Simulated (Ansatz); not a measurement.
Sb, DFT, PBEsol, PAW with Ansatz's default frozen-core files, scalar-relativistic (Ansatz 0.2.0), run on 1 thread of Arm Neoverse V2 on a shared host.

The cell comes from COD entry 9013009, which wasn't checked; take it as a given geometry. The listed cell was then made from it by scaling, straining or moving an atom.

Command: `ansatz run input.yaml --threads 1 --pin off --max-ram 3072MiB --backend cpu --events-out ev --progress --plain --runs-dir out`

```yaml
crystal:
  lattice:
    - [0.0461, 2.32805, 2.32805]
    - [2.32805, 0.0461, 2.32805]
    - [2.32805, 2.32805, 0.0461]
  atoms:
    - { symbol: Sb, position: [0.0, 0.0, 0.0] }
kpoints:
  mp_grid: { grid: [12, 12, 12] }
scf:
  occupations: { method: fermi_dirac, width: 0.05 }
hamiltonian:
  xc: pbesol
  pseudopotentials: { kind: paw }
output:
  forces: true
  stress: true
  eigenvalues: true
  efg: { contact_densities: true }
```

(1) How large is the problem that the program sets up?

(2) About how long does it take, and how much memory does it use?

(3) And the same cell and mesh by all-electron PAW (datasets made for this crystal), asked for forces, stress, eigenvalues, efg, on the same hardware?

Results:

(1) 189 irreducible k-points, 495 plane waves at Γ, 12 bands.

(2) 3.2 s of wall time for 6 SCF iterations, with a peak of 0.37 GiB. Times on shared machines scatter by tens of per cent.

(3) 4.4 s, peak memory 0.35 GiB.
